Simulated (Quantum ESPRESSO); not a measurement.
TaTi2O5F3, one run as intended and one with a planted mistake

Simulated, not a measurement. The program is pw.x of Quantum ESPRESSO 7.5 (plane-wave density functional theory). The cell is made up: 11 atoms on a rutile lattice with one site empty, with randomly drawn elements, strain and displacements, not relaxed. PseudoDojo standard norm-conserving files (v0.5 for PBE, v0.4.1 for LDA and PBEsol) set the functional; there is no spin polarisation, spin-orbit coupling or dispersion term, and the masses in the input are unused placeholders.

Intended input:

```
&control calculation='scf', pseudo_dir='./dojo.nc.sr.pbe.v0_5.standard.upf', outdir='./o', disk_io='low', tprnfor=.true., tstress=.true. /
&system ibrav=0, nat=11, ntyp=4, nbnd=50, ecutwfc=84.00895049, nosym=.true., tot_charge=0,
 occupations='smearing', smearing='fd', degauss=0.0018374661
/
&electrons conv_thr=7.350e-09, electron_maxstep=60, /
ATOMIC_SPECIES
F 1.0 F.upf
O 1.0 O.upf
Ta 1.0 Ta.upf
Ti 1.0 Ti.upf
CELL_PARAMETERS angstrom
4.7097 0.0 0.0
0.0 4.7097 0.0
0.0 0.0 6.0162
ATOMIC_POSITIONS angstrom
Ta -0.0675 -0.0304 -0.0252
Ti -0.0131 0.0426 2.9741
Ti 2.3468 2.3511 4.5456
O 1.4247 1.4526 -0.0124
F 3.2555 3.33 0.045
O 3.8134 0.9038 1.5543
F 0.9128 3.7895 1.5142
F 1.4292 1.4162 3.0598
O 3.2834 3.2869 3.0171
O 3.7961 0.9035 4.5197
O 0.947 3.7814 4.53
K_POINTS automatic
5 5 4 1 1 1
```

The log is shortened where brackets say so; the opening notice, blank lines, dates and the lines on written files are dropped, and the path of the files is cut. It prints rydbergs, bohrs and kilobars, and counts compression as positive stress. Where no state is partly filled, the Fermi energy that it prints is only some level between the filled and the empty states on the mesh, and need not lie in the true gap.

Log of the intended run:

```
     Program PWSCF v.7.5
     Parallel version (MPI & OpenMP), running on       4 processor cores
     Number of MPI processes:                 4
     Threads/MPI process:                     1
     [start-up lines left out]
     bravais-lattice index     =            0
     lattice parameter (alat)  =       8.9000  a.u.
     unit-cell volume          =     900.5449 (a.u.)^3
     number of atoms/cell      =           11
     number of atomic types    =            4
     number of electrons       =        88.00
     number of Kohn-Sham states=           50
     kinetic-energy cutoff     =      84.0090  Ry
     charge density cutoff     =     336.0358  Ry
     scf convergence threshold =      7.3E-09
     mixing beta               =       0.7000
     number of iterations used =            8  plain     mixing
     Exchange-correlation= PBE
                           (   1   4   3   4   0   0   0)
     [axes and pseudopotential details left out]
   Cartesian axes
     site n.     atom                  positions (alat units)
         1        Ta     tau(   1) = (  -0.0143321  -0.0064548  -0.0053507  )
         2        Ti     tau(   2) = (  -0.0027815   0.0090452   0.6314840  )
         3        Ti     tau(   3) = (   0.4982908   0.4992038   0.9651570  )
         4        O      tau(   4) = (   0.3025033   0.3084273  -0.0026329  )
         5        F      tau(   5) = (   0.6912330   0.7070514   0.0095547  )
         6        O      tau(   6) = (   0.8096906   0.1919018   0.3300210  )
         7        F      tau(   7) = (   0.1938128   0.8046160   0.3215067  )
         8        F      tau(   8) = (   0.3034588   0.3006986   0.6496804  )
         9        O      tau(   9) = (   0.6971569   0.6979001   0.6406141  )
        10        O      tau(  10) = (   0.8060174   0.1918381   0.9596577  )
        11        O      tau(  11) = (   0.2010744   0.8028962   0.9618447  )
     number of k points=    50  Fermi-Dirac smearing, width (Ry)=  0.0018
                       cart. coord. in units 2pi/alat
        k(    1) = (   0.1000000   0.1000000   0.0978545), wk =   0.0400000
        k(    2) = (   0.1000000   0.1000000   0.2935636), wk =   0.0400000
     [further k points left out]
     Dense  grid:    93591 G-vectors     FFT dimensions: (  54,  54,  72)
     Estimated max dynamical RAM per process >     268.16 MB
     Estimated total dynamical RAM >    1004.10 MB
     Initial potential from superposition of free atoms
     starting charge      87.9959, renormalised to      88.0000
     Starting wfcs are   62 randomized atomic wfcs
     total cpu time spent up to now is        6.9 secs
     per-process dynamical memory:   207.5 Mb
     Self-consistent Calculation
     iteration #  1     ecut=    84.01 Ry     beta= 0.70
     Davidson diagonalization with overlap
     ethr =  1.00E-02,  avg # of iterations =  2.0
     total cpu time spent up to now is       17.1 secs
     total energy              =    -679.28735913 Ry
     estimated scf accuracy    <       4.70239279 Ry
     iteration #  2     ecut=    84.01 Ry     beta= 0.70
     Davidson diagonalization with overlap
     ethr =  5.34E-03,  avg # of iterations =  8.6
     total cpu time spent up to now is       36.7 secs
     total energy              =    -672.81268917 Ry
     estimated scf accuracy    <      75.65181620 Ry
     [iterations 3 to 17 left out]
     iteration # 18     ecut=    84.01 Ry     beta= 0.70
     Davidson diagonalization with overlap
     ethr =  8.16E-11,  avg # of iterations =  6.2
     total cpu time spent up to now is      235.5 secs
     total energy              =    -681.92284756 Ry
     estimated scf accuracy    <       0.00000001 Ry
     iteration # 19     ecut=    84.01 Ry     beta= 0.70
     Davidson diagonalization with overlap
     ethr =  1.36E-11,  avg # of iterations =  5.3
     total cpu time spent up to now is      248.5 secs
     End of self-consistent calculation
     [lines on levels left out]
     the Fermi energy is     7.9298 ev
!    total energy              =    -681.92284756 Ry
     estimated scf accuracy    <          4.4E-09 Ry
     smearing contrib. (-TS)   =      -0.00000000 Ry
     internal energy E=F+TS    =    -681.92284756 Ry
     The total energy is F=E-TS. E is the sum of the following terms:
     one-electron contribution =    -280.50741716 Ry
     hartree contribution      =     179.89928197 Ry
     xc contribution           =    -138.92298524 Ry
     ewald contribution        =    -442.39172713 Ry
     convergence has been achieved in  19 iterations
     Forces acting on atoms (cartesian axes, Ry/au):
     atom    1 type  3   force =     0.09563112    0.17915179    0.04133874
     atom    2 type  4   force =    -0.13309359   -0.05323608   -0.03941052
     atom    3 type  4   force =    -0.02928601    0.00133045   -0.05191872
     atom    4 type  2   force =    -0.03667440   -0.04910248   -0.07665130
     atom    5 type  1   force =    -0.01388135   -0.02620176   -0.01359560
     atom    6 type  2   force =     0.07001997   -0.06910209   -0.02019292
     atom    7 type  1   force =     0.00894295   -0.00841637   -0.00504683
     atom    8 type  1   force =    -0.00419517   -0.00646773    0.02974907
     atom    9 type  2   force =     0.04682685    0.03941473    0.09808267
     atom   10 type  2   force =    -0.00545076    0.00323684    0.01579812
     atom   11 type  2   force =     0.00116040   -0.01060729    0.02184729
     Total force =     0.323659     Total SCF correction =     0.000142
     Computing stress (Cartesian axis) and pressure
          total   stress  (Ry/bohr**3)                   (kbar)     P=      -59.91
  -0.00036935  -0.00027861   0.00036793          -54.33      -40.98       54.12
  -0.00027861  -0.00037425   0.00026442          -40.98      -55.05       38.90
   0.00036793   0.00026442  -0.00047817           54.12       38.90      -70.34
     init_run     :      5.71s CPU      5.95s WALL (       1 calls)
     electrons    :    240.81s CPU    241.56s WALL (       1 calls)
     forces       :      2.30s CPU      2.33s WALL (       1 calls)
     stress       :      7.74s CPU      7.74s WALL (       1 calls)
     [timing details left out]
     PWSCF        :   4m17.61s CPU   4m18.73s WALL
     JOB DONE.
```

A second run has one planted mistake: the cell has the wrong charge. The input lines that differ, file-writing options aside:

```
- &system ibrav=0, nat=11, ntyp=4, nbnd=50, ecutwfc=84.00895049, nosym=.true., tot_charge=0,
+ &system ibrav=0, nat=11, ntyp=4, nbnd=51, ecutwfc=84.00895049, nosym=.true., tot_charge=-1,
```

Its log:

```
     Program PWSCF v.7.5
     Parallel version (MPI & OpenMP), running on       4 processor cores
     Number of MPI processes:                 4
     Threads/MPI process:                     1
     [start-up lines left out]
     bravais-lattice index     =            0
     lattice parameter (alat)  =       8.9000  a.u.
     unit-cell volume          =     900.5449 (a.u.)^3
     number of atoms/cell      =           11
     number of atomic types    =            4
     number of electrons       =        89.00
     number of Kohn-Sham states=           51
     kinetic-energy cutoff     =      84.0090  Ry
     charge density cutoff     =     336.0358  Ry
     scf convergence threshold =      7.3E-09
     mixing beta               =       0.7000
     number of iterations used =            8  plain     mixing
     Exchange-correlation= PBE
                           (   1   4   3   4   0   0   0)
     [axes and pseudopotential details left out]
   Cartesian axes
     site n.     atom                  positions (alat units)
         1        Ta     tau(   1) = (  -0.0143321  -0.0064548  -0.0053507  )
         2        Ti     tau(   2) = (  -0.0027815   0.0090452   0.6314840  )
         3        Ti     tau(   3) = (   0.4982908   0.4992038   0.9651570  )
         4        O      tau(   4) = (   0.3025033   0.3084273  -0.0026329  )
         5        F      tau(   5) = (   0.6912330   0.7070514   0.0095547  )
         6        O      tau(   6) = (   0.8096906   0.1919018   0.3300210  )
         7        F      tau(   7) = (   0.1938128   0.8046160   0.3215067  )
         8        F      tau(   8) = (   0.3034588   0.3006986   0.6496804  )
         9        O      tau(   9) = (   0.6971569   0.6979001   0.6406141  )
        10        O      tau(  10) = (   0.8060174   0.1918381   0.9596577  )
        11        O      tau(  11) = (   0.2010744   0.8028962   0.9618447  )
     number of k points=    50  Fermi-Dirac smearing, width (Ry)=  0.0018
                       cart. coord. in units 2pi/alat
        k(    1) = (   0.1000000   0.1000000   0.0978545), wk =   0.0400000
        k(    2) = (   0.1000000   0.1000000   0.2935636), wk =   0.0400000
     [further k points left out]
     Dense  grid:    93591 G-vectors     FFT dimensions: (  54,  54,  72)
     Estimated max dynamical RAM per process >     271.40 MB
     Estimated total dynamical RAM >    1017.05 MB
     Initial potential from superposition of free atoms
     starting charge      87.9959, renormalised to      89.0000
     Starting wfcs are   62 randomized atomic wfcs
     total cpu time spent up to now is        6.0 secs
     per-process dynamical memory:   210.0 Mb
     Self-consistent Calculation
     iteration #  1     ecut=    84.01 Ry     beta= 0.70
     Davidson diagonalization with overlap
     ethr =  1.00E-02,  avg # of iterations =  2.0
     total cpu time spent up to now is       16.8 secs
     total energy              =    -678.92317812 Ry
     estimated scf accuracy    <       4.15470324 Ry
     iteration #  2     ecut=    84.01 Ry     beta= 0.70
     Davidson diagonalization with overlap
     ethr =  4.67E-03,  avg # of iterations =  7.6
     total cpu time spent up to now is       35.6 secs
     total energy              =    -673.23723295 Ry
     estimated scf accuracy    <      61.98015165 Ry
     [iterations 3 to 19 left out]
     iteration # 20     ecut=    84.01 Ry     beta= 0.70
     Davidson diagonalization with overlap
     ethr =  4.65E-11,  avg # of iterations =  2.5
     total cpu time spent up to now is      258.6 secs
     total energy              =    -681.26337490 Ry
     estimated scf accuracy    <          8.0E-09 Ry
     iteration # 21     ecut=    84.01 Ry     beta= 0.70
     Davidson diagonalization with overlap
     ethr =  9.03E-12,  avg # of iterations =  5.7
     total cpu time spent up to now is      271.2 secs
     End of self-consistent calculation
     [lines on levels left out]
     the Fermi energy is     9.3052 ev
!    total energy              =    -681.26337490 Ry
     estimated scf accuracy    <          8.0E-10 Ry
     smearing contrib. (-TS)   =      -0.00160003 Ry
     internal energy E=F+TS    =    -681.26177487 Ry
     The total energy is F=E-TS. E is the sum of the following terms:
     one-electron contribution =    -280.69974255 Ry
     hartree contribution      =     181.87350601 Ry
     xc contribution           =    -140.04381121 Ry
     ewald contribution        =    -442.39172713 Ry
     convergence has been achieved in  21 iterations
     Forces acting on atoms (cartesian axes, Ry/au):
     atom    1 type  3   force =     0.10044488    0.18661406    0.02055957
     atom    2 type  4   force =    -0.11761696   -0.05929733   -0.00644834
     atom    3 type  4   force =    -0.01383907    0.00292093   -0.05690224
     atom    4 type  2   force =    -0.04445569   -0.05538281   -0.06305261
     atom    5 type  1   force =    -0.01737454   -0.02897490   -0.00982732
     atom    6 type  2   force =     0.05482482   -0.05502573   -0.03335792
     atom    7 type  1   force =     0.01757069   -0.01793122   -0.00729644
     atom    8 type  1   force =    -0.00865648   -0.01022904    0.02113793
     atom    9 type  2   force =     0.04228784    0.03566938    0.09120497
     atom   10 type  2   force =    -0.00833902    0.00544398    0.01786830
     atom   11 type  2   force =    -0.00484646   -0.00380731    0.02611410
     Total force =     0.312085     Total SCF correction =     0.000059
     Computing stress (Cartesian axis) and pressure
          total   stress  (Ry/bohr**3)                   (kbar)     P=      131.22
   0.00096039  -0.00028388   0.00037422          141.28      -41.76       55.05
  -0.00028388   0.00095720   0.00025745          -41.76      140.81       37.87
   0.00037422   0.00025745   0.00075847           55.05       37.87      111.57
     init_run     :      5.42s CPU      5.60s WALL (       1 calls)
     electrons    :    264.25s CPU    265.28s WALL (       1 calls)
     forces       :      2.15s CPU      2.17s WALL (       1 calls)
     stress       :      7.69s CPU      7.70s WALL (       1 calls)
     [timing details left out]
     PWSCF        :   4m39.93s CPU   4m41.28s WALL
     JOB DONE.
```

```
                                            intended run  run with the mistake
                          free energy (eV)     -9278.033             -9269.060
                    smearing term -TS (eV)        0.0000               -0.0218
                            pressure (GPa)         -5.99                 13.12
            largest force component (eV/Å)         4.606                 4.798
largest change of a force component (eV/Å)                               0.847
                                iterations            19                    21
```

For scale, a rerun of the intended cell at 1437 eV and a 7 x 7 x 6 mesh moved values by no more than 0.004 eV in energy, 0.03 GPa in stress and 0.002 eV/Å in force. The charged cell sits in a uniform background, so its energy and stress rest on the program's zero of potential. The number of bands, nbnd, was set by rule from the electron count and the smearing, so it follows the mistake.